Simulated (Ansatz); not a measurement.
**NbCd$_{3}$: frozen-core PAW against all-electron methods**

```
Nb Cd
1.0
     4.13070    0.00000    0.00000
     0.00000    4.13070    0.00000
     0.00000    0.00000    4.21500
Nb Cd
1 3
Direct
  0.00000 0.00000 0.00000
  0.00000 0.50000 0.50000
  0.50000 0.00000 0.50000
  0.50000 0.50000 0.00000
```

Atoms are numbered in the order listed.

The cell comes from COD entry 2310296, which wasn't checked; take it as a given geometry. The listed cell was then made from it by scaling, straining or moving an atom.

Spin polarisation is left out, and whether a magnetic state lies lower isn't shown here.

All numbers are computed: DFT, LDA, PAW with Ansatz's default frozen-core files, scalar-relativistic (Ansatz 0.2.0); DFT, LDA, all-electron PAW with datasets made for the crystal, scalar-relativistic (Ansatz 0.2.0); DFT, LDA, all-electron LAPW, scalar-relativistic (Ansatz 0.2.0).

For PAW: a Γ-centred 9×9×9 k mesh, Fermi–Dirac smearing of 0.08 eV, cutoff 420 eV, no spin polarisation; the PAW files were made with PBE, and the program remakes their frozen cores for this functional. The crystal-made all-electron datasets (AE datasets) take a cutoff of 260 eV at this cell. LAPW targets a basis error of 0.5 meV/atom. The Ansatz runs share mesh, smearing and spin set-up. Plane-wave (PAW) pressures include the program's estimate of the Pulay term.

Stress and pressure are positive in compression.

The change that made this cell: equal xx and yy strain of -2 %.

No spin–orbit coupling: at heavy atoms the gradients can be off by tens of per cent for that reason.

In a metal, gradients converge slowly with the k mesh: the values move by tens of per cent from one mesh to another, at times in sign, so only the comparison on one mesh counts.

```json
{"quantity": "pressure (GPa)", "PAW": "2.43", "AE datasets": "2.45", "LAPW": "2.45"}
{"quantity": "stress xx (GPa)", "PAW": "3.03", "AE datasets": "3.05", "LAPW": "3.05"}
{"quantity": "stress zz (GPa)", "PAW": "1.24", "AE datasets": "1.26", "LAPW": "1.25"}
{"quantity": "largest principal field gradient Vzz at Nb1 (10²¹ V/m²)", "PAW": "0.93", "AE datasets": "0.96", "LAPW": "–"}
{"quantity": "largest principal field gradient Vzz at Cd2 (10²¹ V/m²)", "PAW": "11.84", "AE datasets": "12.21", "LAPW": "–"}
{"quantity": "largest principal field gradient Vzz at Cd4 (10²¹ V/m²)", "PAW": "11.81", "AE datasets": "12.19", "LAPW": "–"}
```

PAW's pressure differs from the LAPW value by -0.02 GPa.
